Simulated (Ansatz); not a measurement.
Nb$_{2}$O$_{5}$:
```
Nb2O5
1.0
    6.43444     1.91018     0.00000
   -6.43444     1.91018     0.00000
   -0.04558     0.00000     3.95773
Nb O
2 5
Direct
  0.85338   0.14662   0.93767
  0.14662   0.85338   0.06233
  0.85114   0.14886   0.48676
  0.14886   0.85114   0.51324
  0.00000   0.00000   0.00000
  0.68485   0.31515   0.00376
  0.31515   0.68485   0.99624
```

PBEsol in the plane-wave PAW code Ansatz gives a gap of 2.17 eV without spin–orbit coupling, maximum at L2, minimum at Y2.

What happens when spin–orbit coupling is switched on?

The gap stays essentially unchanged, to 2.17 eV; maximum at L2, minimum at Y2.

Give the electron effective mass with spin–orbit coupling.

0.43, 0.46, 1.9 mₑ (principal values).

Space group C2/m. The first step of the workflow began from a Materials Project structure, measured or hypothetical; the Crystallography Open Database copy checked does not list it. COD files the formula under space group No. 3, 15, 139, so this cell is another polymorph or a model. Its standing as an ambient phase is unchecked. Symmetry was held in the PBEsol relaxation; whether a distortion lowers the energy is not shown. The run is not spin-polarised.

Potentials: the later of the program's two PAW sets.
